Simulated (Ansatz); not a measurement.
Task: Each is relaxed and computed with the program Ansatz at the r²SCAN level (PAW). Which is the only metal?
(A) Lu2CCl2, R-3m (Lu on 6c, C on 3b, Cl on 6c)
(B) SiC, zinc blende
(C) MgFeC2O6, P-1 (Pearson symbol aP10)
(D) YC2, MoSi2 or CaC2 type

Result: D, YC2, MoSi2 or CaC2 type. YC2: metal; SiC: gap 1.71 eV (indirect); Lu2CCl2: gap 1.22 eV (indirect); MgFeC2O6: gap 1.03 eV. Spin orders computed, not proven ground states: MgFeC2O6, P-1 (Pearson symbol aP10) ferromagnetic. Standing as an ambient phase not checked: YC2, MoSi2 or CaC2 type; Lu2CCl2, R-3m (Lu on 6c, C on 3b, Cl on 6c); MgFeC2O6, P-1 (Pearson symbol aP10). Weakly bound layers, chains or molecules computed without a dispersion correction, so cells and soft constants are ill determined: Lu2CCl2, R-3m (Lu on 6c, C on 3b, Cl on 6c). Perhaps ordered models of mixed-site phases: MgFeC2O6, P-1 (Pearson symbol aP10). All cells were relaxed under the symmetry of their starts (and spin orders); stability against distortions was not tested throughout. Rows with no word on spin ran without spin polarisation. No Hubbard U is applied. Spin–orbit coupling is left out wherever it is not named.

Potentials: the later of the program's two PAW sets.
